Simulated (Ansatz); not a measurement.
TaGa3:
Space group I4/mmm (No. 139); a = 3.7378 Å, b = 3.7378 Å, c = 8.5670 Å, α = 90.00°, β = 90.00°, γ = 90.00°

| atom | site | symmetry | x | y | z |
|---|---|---|---|---|---|
| Ta | 2a | 4/mmm | 0.0000 | 0.0000 | 0.0000 |
| Ga | 2b | 4/mmm | 0.0000 | 0.0000 | 0.5000 |
| Ga | 4d | -4m2 | 0.0000 | 0.5000 | 0.2500 |
(The calculation used a cell of 4 atoms; values per cell refer to that cell.)

Relaxed at zero pressure with LDA in the plane-wave PAW code Ansatz.

### Question
The volume is raised by 3 % and shape and atoms relax at that volume. What pressure results, and how do the axes share the change?

### Answer
-4.2 GPa; a 0.9 %, b 0.9 %, c 1.1 %; the energy rises by 6 meV/atom.

### Question
Give the new structure.

### Answer

Space group I4/mmm (No. 139); a = b = 3.773 Å, c = 8.659 Å, α = β = γ = 90.00°

```csv
atom,site,symmetry,x,y,z
Ta,2a,4/mmm,0.0000,0.0000,0.0000
Ga,2b,4/mmm,0.0000,0.0000,0.5000
Ga,4d,-4m2,0.0000,0.5000,0.2500
```

The phase is kept; no other phase was compared at this pressure.

The first step of the workflow began from a Materials Project structure, measured or hypothetical; the Crystallography Open Database files this formula in space group No. 139, but the cells were not matched. Whether it is the stable phase at ambient conditions was not checked. Symmetry was held in the LDA relaxation; of distortions, only those at the zone centre were tested. The run is not spin-polarised. Axis ratios of metals converge slowly with the k-mesh, so a and c are less sure than the volume. Scalar-relativistic: spin–orbit coupling is off unless named, which matters more the heavier the elements.

Potentials: the later of the program's two PAW sets.
